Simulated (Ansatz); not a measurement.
The start is a generated trial cell of Pt in the AFLOW prototype A_aP4_2_aci. A full variable-cell relaxation at zero pressure is run with PBEsol (plane waves to 420 eV, PAW, scalar-relativistic; Ansatz, a first-principles code). First-step values are on the input's coarse k-mesh.

Ansatz input (later rounds restart from its end on a renewed k-mesh):
Ansatz 0.2 input:
```yaml
crystal:
  lattice:
    - [2.6821203, 0, 0]
    - [0.2684985, 3.1643442, 0]
    - [0.1167692, 0.5256895, 7.0973502]
  atoms:
    - { symbol: Pt, position: [0, 0, 0] }
    - { symbol: Pt, position: [0, 0, 0.5] }
    - { symbol: Pt, position: [0.433, 0.572, 0.259] }
    - { symbol: Pt, position: [0.567, 0.428, 0.741] }
basis: { ecutwfc: 420, ecutrho_ratio: 4, xc_grid: 2, fft_grid_basis: typed }
kpoints: { mp_grid: { grid: [12, 10, 5] } }
hamiltonian:
  xc: pbesol
  dispersion: none
  pseudopotentials: { kind: paw }
scf: { occupations: { method: fermi_dirac, width: 0.05 } }
relax: { f_tol: 0.01, max_steps: 100, cell: { stress_tol: 0.02 } }
output: { forces: true, stress: true }
```

### Question
What pressure does the first self-consistent step give?

### Answer
+15.5 GPa (positive: the cell is compressed).

### Question
How does the volume per atom move from start to end?

### Answer
+0.9 %, from 15.06 to 15.20 Å³/atom.

### Question
How do the shortest distances between atoms change?

### Answer
The closest pairs of elements (up to four, under 3.6 Å), start → end: Pt–Pt 2.45 → 2.70 Å.

### Question
Is the relaxed structure metallic? Give its gap.

### Answer
No gap (metallic).

### Question
Write out the relaxed structure.

### Answer

```cif
data_Pt2
_chemical_formula_sum 'Pt2'
_space_group_name_H-M_alt 'I4/mmm'
_space_group_IT_number 139
_space_group_name_Hall '-I 4 2'
_cell_length_a 3.35261
_cell_length_b 3.35261
_cell_length_c 2.70453
_cell_angle_alpha 90.000
_cell_angle_beta 90.000
_cell_angle_gamma 90.000
loop_
_atom_site_label
_atom_site_type_symbol
_atom_site_symmetry_multiplicity
_atom_site_Wyckoff_symbol
_atom_site_fract_x
_atom_site_fract_y
_atom_site_fract_z
_atom_site_occupancy
Pt1 Pt 2 a 0.00000 0.00000 0.00000 1
```
(The calculation used a cell of 1 atom; values per cell refer to that cell.)

Final values are on a 22×22×22 k-mesh of the relaxed cell. No spin polarisation in the result.

The run could not lose the symmetry of its start; a randomly shaken copy of 2 atoms returns to this structure.

The relaxed structure here is a generated cell of Pt: the first start was made by placing the elements on the sites of a structure type, and the end was not matched to a known phase here, so it may be hypothetical. Known forms of Pt include space group No. 225.
